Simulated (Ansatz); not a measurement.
## Cd$_{3}$Pd (I4/mmm) as a metal

```yaml
crystal:
  lattice:
    - [-2.02076, 2.02076, 4.24361]
    - [2.02076, -2.02076, 4.24361]
    - [2.02076, 2.02076, -4.24361]
  atoms:
    - { symbol: Cd, position: [0.75000, 0.25000, 0.50000] }
    - { symbol: Cd, position: [0.25000, 0.75000, 0.50000] }
    - { symbol: Cd, position: [0.50000, 0.50000, 0.00000] }
    - { symbol: Pd, position: [0.00000, 0.00000, 0.00000] }
```

Level of theory, where no other is named: LDA, all-electron LAPW in Ansatz 0.2.0, scalar-relativistic. k mesh 12×12×12, fine mesh 16×16×16, Fermi-Dirac smearing of 0.100 eV, basis error target 1 meV/atom. The cell was relaxed by PAW under this functional, which moved its volume by -7 % from the database entry's. This phase needn't be the one found at ambient conditions.

Levels and slopes are solved on a 16×16×16 mesh, and each state is taken as quadratic over its cell.

Question: What is the density of states at the Fermi level, and which bare Sommerfeld coefficient follows?

Answer: N(E_F) = 0.283 states/eV/atom (both spins), so γ = (π²/3) k_B² N(E_F) = 0.666 mJ/(mol-atom K²) without electron-phonon or spin-fluctuation enhancement.

Question: What Drude plasma energy and σ/τ do the band velocities give?

Answer: (ħω_p,α)² = (e²/ε₀VN_k) Σ_nkσ (∂E/∂k_α)² δ(E − E_F) gives ħω_p = (7.71, 7.71, 6.66) eV along x, y, z, and σ/τ = ε₀ω_p² = 12.1×10²⁰ Ω⁻¹m⁻¹s⁻¹ along x. Weighted by the density of states, the mean Fermi speed is 1.08×10⁶ m/s; the surface has an area of 14.4 Å⁻² for each spin direction.

Question: Which bands cross the Fermi level, and what do they carry?

Answer: 

```
band  filled part  N (states/eV/cell)  speed (10⁶ m/s)  5th to 95th percentile  area (Å⁻²)        filling
   1         0.97               0.147             1.13            0.81 to 1.45        1.96    nearly full
   2         0.82               0.534                1            0.44 to 1.47        6.32  partly filled
   3         0.21                0.45             1.16            0.35 to 1.55        6.14  partly filled
```

Question: Map the plane k₃ = 1/2 of the mesh: how many bands lie under the Fermi level at each point, counted from the least on the plane?

Answer: k₁ runs to the right and k₂ upwards, each from −½ to ½ with 0 in the middle (the axes needn't be at right angles):
```
1211111111111112
1122111111111121
1122211111111211
1112222111022111
1111222211112111
1111222222110111
1111122222211111
1111112222211111
1111112222221111
1111011222222111
1111211112222111
1111220111222211
1112111111112221
1121111111111221
1211111111111112
2111111111111111
```

Question: On PAW files the program sums the optical response inside the mesh cells, interband lines and its own Drude term. Where does ε₁ rise through zero (a sharp plasmon if ε₂ is small there), and how much light is reflected?

Answer: 

| Quantity | Value |
| --- | --- |
| Fine mesh | 16, 16, 16 |
| Window top | 30 eV |
| Line width | 0.1 eV |
| Drude damping | 0.03 eV |
| ε₁ rises through zero at x | 8.1 eV |
| ε₂ there x | 1.95 |
| ε₁ rises through zero at z | 8.38 eV |
| ε₂ there z | 1.85 |
| Plasma energy (x, y, z) | 7.862, 7.862, 6.428 eV |
| Reflectivity at 1 eV, x-polarised | 0.9255 |
| Reflectivity at 2 eV, x-polarised | 0.665 |
| Reflectivity at 3 eV, x-polarised | 0.5671 |

The plasma energy here is the program's own sum at the run's smearing; it differs from the value above by up to 3 %, through mesh and smearing.

Question: What does PAW give for the same cell?

Answer: N(E_F) = 0.283 states/eV/atom and ħω_p,x = 7.71 eV.

Known limits: filled d bands lie too high at this level, so their transitions start too early; these sums move with the mesh, by several per cent and more for small sheets; frozen-core PAW files fitted under PBE, their cores solved anew for the functional of the run.
